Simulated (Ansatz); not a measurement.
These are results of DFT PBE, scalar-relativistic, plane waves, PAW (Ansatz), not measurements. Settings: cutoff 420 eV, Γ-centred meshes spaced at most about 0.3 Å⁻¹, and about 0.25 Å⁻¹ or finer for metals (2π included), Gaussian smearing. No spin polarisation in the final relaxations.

All energies are static (0 K, no zero-point motion).

Compare these two cells of Zr₄F, each relaxed at this level.

1.

```xyz
5
Lattice="5.2053 0.0000 0.0000 -2.6027 4.5079 0.0000 0.0000 0.0000 5.4146" Properties=species:S:1:pos:R:3 pbc="T T T"
Zr    0.0000    3.0053    4.0760
Zr    0.0000    3.0053    1.3386
Zr    2.6027    1.5026    1.3386
Zr    2.6027    1.5026    4.0760
F     0.0000    0.0000    2.7073
```

2.

```xyz
5
Lattice="5.1925 0.0000 0.0000 0.0000 5.1925 0.0000 0.0000 0.0000 5.1925" Properties=species:S:1:pos:R:3 pbc="T T T"
Zr    2.5963    2.5963    2.5963
Zr    0.0000    2.5963    2.5963
Zr    2.5963    0.0000    2.5963
Zr    2.5963    2.5963    0.0000
F     0.0000    0.0000    0.0000
```

Task: Which form is favoured at zero pressure, and by what margin per atom?

Result: Cell 1 is lower, by 256 meV/atom. Cell 1 has space group P6/mmm (No. 191), 25.4 Å³/atom and no gap on its mesh; cell 2 has space group Pm-3m (No. 221), 28.0 Å³/atom and no gap. Counting Zr atoms around F (those within 1.25 times the shortest such distance or 1.15 times the sum of covalent radii, 1.27 where that leaves under three; a plus sign parts nearer from farther groups; the shortest distance is added where it exceeds 1.18 times the sum of covalent radii), cell 1 has F 12 from 3.3 Å and cell 2 has F 12+8 from 3.7 Å. The denser one is the lower, and pressure would at first widen the difference. Even the lower one lies +0.73 eV/atom against the reference forms of the elements (uncorrected), so neither is stable at this level. In cell 1, Zr is surrounded by 2 Zr at 2.68–2.74 Å, 3 Zr at 3.01 Å and 3 F at 3.30 Å; F has 12 Zr at 3.30 Å (long against covalent radii, as for large ions). In cell 2, around Zr on a site of symmetry m-3m lie 6 Zr at 2.60 Å; Zr on a site of symmetry 4/mmm has 2 Zr at 2.60 Å, 4 F at 3.67 Å and 8 Zr at 3.67 Å; F has 12 Zr at 3.67 Å (long against covalent radii, as for large ions). Both come from invented guesses. A third cell relaxed alike, in I4/mmm, lies 0.65 eV/atom below the lower of the two.

A magnetic state wasn't ruled out in cells without spin, among them Pm-3m. Cells relaxed within their symmetry can be saddle points.
